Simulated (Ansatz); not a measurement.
**Structures of Ge2Pd: which is lowest?**

Plane-wave DFT in Ansatz with scalar-relativistic PAW potentials, cutoff 420 eV, Γ-centred meshes chosen by cell and gap, Gaussian smearing with energies taken to zero width. Every cell was relaxed (cell and atoms) in a run of its own, within the symmetry of its start. Functional: PBE.

Relaxed structures (starts from databases or built by putting these elements on another compound's sites):
A. Fm-3m, 3 atoms in the computed cell, a = 6.077 Å; sites (symmetry × multiplicity) Ge -43m × 8, Pd m-3m × 4; start: built
B. Fd-3m, 6 atoms in the computed cell, a = 7.576 Å; sites (symmetry × multiplicity) Ge .-3m × 16, Pd -43m × 8; start: built

Rank them by energy. Could pressure change the order?

```tsv
structure	group	E − E(lowest) (meV/atom)	V (Å³/atom)	gap on mesh (eV)
A	Fm-3m	0.0	18.70	0.00
B	Fd-3m	493	18.12	0.00
```

A is lowest, 493 meV/atom under B. B is denser by 0.58 Å³/atom, so pressure favours it: ΔE/ΔV, with ΔE in eV and 1 eV/Å³ = 160.2 GPa, gives about 137 GPa for equal enthalpy if both cells were rigid; at such pressures compression changes ΔV much, so this is a scale only. Other structures may lie lower than all of these, and vibrations aren't counted.